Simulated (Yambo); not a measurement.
# AlP: sweep of GW parameters

G0W0@PBEsol for AlP (zinc blende, space group F-43m, No. 216) in Yambo. Reference settings: 4×4×4 Γ-centred k mesh, 148 bands and a 14 Ry block in the screening, 148 bands in G with the Bruneval-Gonze terminator, plasmon pole fitted at 27.2 eV. The PBEsol gap Γ → X on this mesh is 1.45 eV; G0W0 gaps are taken between the same points.

```csv
change from the reference,G0W0 gap Γ → X (eV),shift of the valence edge (eV),rough Yambo cost
reference settings,2.45,-0.94,1
47 bands in G,2.45,-0.94,–
wavefunctions cut at 25 Ry,2.45,-0.94,within a factor of two
no point-group symmetry,2.45,-0.94,about 3×
"47 bands in G, no terminator",2.33,-0.67,–
no terminator,2.43,-0.91,–
```

The reference isn't shown to be the converged limit. Costs are rough (shared machines), scaled to the same edge states, and given only for runs that recompute the screening.

Geometry relaxed with PBEsol; primitive cell a = b = c = 3.868 Å, α = β = γ = 60.00°.

A shift is the quasiparticle energy of the state minus its PBEsol energy.
